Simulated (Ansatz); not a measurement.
This cell of MgH$_{2}$ (rutile) is off equilibrium:

```
MgH2
1.0
    4.48439     0.00000     0.00000
    0.00000     4.48439     0.00000
    0.00000     0.00000     2.99668
Mg H
2 4
Cartesian
  0.00000   0.00000   0.00000
  2.24219   2.24219   1.49834
  1.36636   1.36636   0.00000
  3.60855   0.87584   1.49834
  0.39584   4.08855   1.49834
  3.11803   3.11803   0.00000
```

Level of theory: r2SCAN (plane waves to 500 eV, PAW, scalar-relativistic; Ansatz, a program for electronic structure). k mesh 6×6×9 (Γ-centred), Fermi-Dirac smearing 0.05 eV. The energy includes the smearing's −TS. Stress and pressure are positive under compression. MgH2 was relaxed with its symmetry unable to fall.

Task: Predict the force on every atom, in eV/Å.

Result: 
```json
[
 {"atom": "Mg1", "Fx": "-1.230", "Fy": "1.230", "Fz": "0.000"},
 {"atom": "Mg2", "Fx": "0.225", "Fy": "-0.225", "Fz": "0.000"},
 {"atom": "H3", "Fx": "-0.092", "Fy": "0.362", "Fz": "0.000"},
 {"atom": "H4", "Fx": "-0.771", "Fy": "0.771", "Fz": "0.000"},
 {"atom": "H5", "Fx": "2.230", "Fy": "-2.230", "Fz": "0.000"},
 {"atom": "H6", "Fx": "-0.362", "Fy": "0.092", "Fz": "0.000"}
]
```

Task: Give the stress tensor in GPa and the pressure.

Result: 
```
    2.3     -1.9      0.0
   -1.9      2.3      0.0
    0.0      0.0     11.4
```
The pressure, a third of the trace, is 5.3 GPa.

Task: In it atom 5 sits (-0.480, 0.480, 0.000) Å away from its relaxed site. What is its energy relative to the relaxed cell?

Result: 1191 meV/cell.

(For displaced atoms, the force is minus the slope of the energy, and its curvature is a force constant, which sets phonon frequencies.)
